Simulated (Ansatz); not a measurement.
Stress against strain in Sc

```xyz
2
Lattice="3.3088 0.0000 0.0000 -1.6544 2.8655 0.0000 0.0000 0.0000 5.2680" Properties=species:S:1:pos:R:3 pbc="T T T"
Sc    0.0000    1.9103    1.3170
Sc    1.6544    0.9552    3.9510
```

Atom numbers follow the list: Sc1, Sc2.

The cell comes from COD entry 9011704, which wasn't checked; take it as a given geometry.

Method: DFT, LDA, all-electron LAPW, scalar-relativistic (Ansatz 0.2.0).

Settings: a Γ-centred 13×13×7 k mesh, Fermi–Dirac smearing of 0.03 eV, basis error target 0.5 meV/atom, no spin polarisation.

The strain is applied along the Cartesian axes of the cell as listed (γ is the engineering shear, twice εxy = εyz = εzx). Fractional coordinates are held (clamped ions).

σ is the change of stress from the unstrained cell, which is at -5.29 GPa; tension is positive, so slopes are stress–strain coefficients at that pressure. In a metal the k mesh adds noise.

Only quantities that a quadratic follows smoothly over the whole series are listed; rougher ones are left out.

| γ | σxy (GPa) | σyz (GPa) |
| --- | --- | --- |
| -0.0200 | -0.68 | -0.52 |
| -0.0100 | -0.34 | -0.26 |
| 0.0000 | 0.00 | 0.00 |
| 0.0200 | 0.67 | 0.51 |

(1) Fit the series and read off the stiffness at zero strain.

(2) One run, at γ = 0.0100, is withheld. Predict its row.

## Answers

(1) Least-squares fits y = p0 + p1 x + p2 x² to the rows give σxy (GPa): p1 = 33.8, p2 = -11; σyz (GPa): p1 = 25.8, p2 = -11.

(2) The fits give 0.34, 0.26; the run gave 0.34, 0.26.
